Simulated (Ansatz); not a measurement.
A geometry of P away from equilibrium: step 2 of the relaxation of a relaxed P cell, doubled along one cell vector, shaken by Gaussian noise of σ = 0.08 Å a coordinate. These are r2SCAN (plane waves to 500 eV, PAW, scalar-relativistic; Ansatz, an electronic-structure program) values and carry that method's errors. Γ-centred k-mesh 7×4×5 on the run's cell (coarser than for final values), Fermi–Dirac smearing 0.05 eV.

```yaml
crystal:
  lattice:
    - [1.61637, -5.51605, 0.01387]
    - [3.31506, 11.05677, -0.03503]
    - [-0.00503, -0.01298, 4.61154]
  atoms:
    - { symbol: P, position: [0.39246, 0.29240, 0.58958] }
    - { symbol: P, position: [0.39853, 0.79115, 0.59124] }
    - { symbol: P, position: [0.59422, 0.20015, 0.40132] }
    - { symbol: P, position: [0.59722, 0.70127, 0.40807] }
    - { symbol: P, position: [0.91219, 0.05393, 0.92252] }
    - { symbol: P, position: [0.90881, 0.54206, 0.89583] }
    - { symbol: P, position: [0.08998, 0.44768, 0.07417] }
    - { symbol: P, position: [0.09169, 0.95652, 0.08842] }
```

Task: Which atoms carry the largest force, and which way does it point?

Result: 0.93 eV/Å, on P6 (atoms numbered as listed); on P6 its components are (-0.23, 0.63, 0.65).

Task: What is the pressure?

Result: +0.7 GPa, compression positive.

No spin polarisation in the result. No dispersion correction is included, so spacings between layers, chains or molecules are soft and tend to come out too large.

The end of the path is a generated cell of P: the first start was made by placing the elements on the sites of a structure type, and the end was not matched to a known phase here, so it may be hypothetical. Known forms of P include space group No. 64.
